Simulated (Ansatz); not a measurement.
CoMo (P-6m2); total moment held at 0.33 μB.

```xyz
2
Lattice="2.6949 0.0000 0.0000 -1.3475 2.3339 0.0000 0.0000 0.0000 4.1836" Properties=species:S:1:pos:R:3 pbc="T T T"
Co    1.3475    0.7780    2.0918
Mo    0.0000    1.5559    0.0000
```

The source of the geometry is a structure from the Materials Project; atoms and cell stay fixed.

Settings: LDA, 14×14×8 k mesh, Fermi–Dirac smearing of 0.05 eV. PAW means Ansatz 0.2.0 on its default frozen-core files. Site moments are integrated in spheres about the atoms. Start moments (μB): Co1 0.33.

Iteration by iteration:

```
iteration  Harris–Foulkes energy less the last (meV)  density residual (eV)  M (μB)  ∫|m| (μB)
        1                                  -2657.629                2.7e+01  0.3300     0.3300
        2                                  -1498.216                1.4e+01  0.3300     0.3309
        3                                   -270.964                1.6e+00  0.3300     0.3338
        4                                     -8.768                3.8e-02  0.3300     0.3412
        5                                     -2.582                5.5e-02  0.3300     0.3506
        6                                      0.710                2.0e-04  0.3300     0.3659
        7                                     -0.075                4.7e-03  0.3300     0.3909
        8                                     -0.031                8.5e-04  0.3300     0.4187
        9                                      0.003                1.2e-04  0.3300     0.4339
       10                                      0.003                1.5e-04  0.3300     0.4366
       11                                      0.006                3.7e-05  0.3300     0.4369
       12                                      0.000                5.0e-06  0.3300     0.4371
       13                                      0.000                1.1e-06  0.3300     0.4373
       14                                      0.000                7.4e-08  0.3300     0.4373
       15                                      0.000                4.5e-11  0.3300     0.4373
```

Site moments (μB): Co1 0.38, Mo2 -0.03. Cell moment 0.33 μB.

The PAW files were made with PBE; the program remakes their cores once for the run's functional and then keeps them frozen. The Ansatz runs typed with the search for lower states off end where their start leads. The magnetic state is the one that this cell and start allow. It needn't be the compound's measured order, which may need a larger cell or be absent.
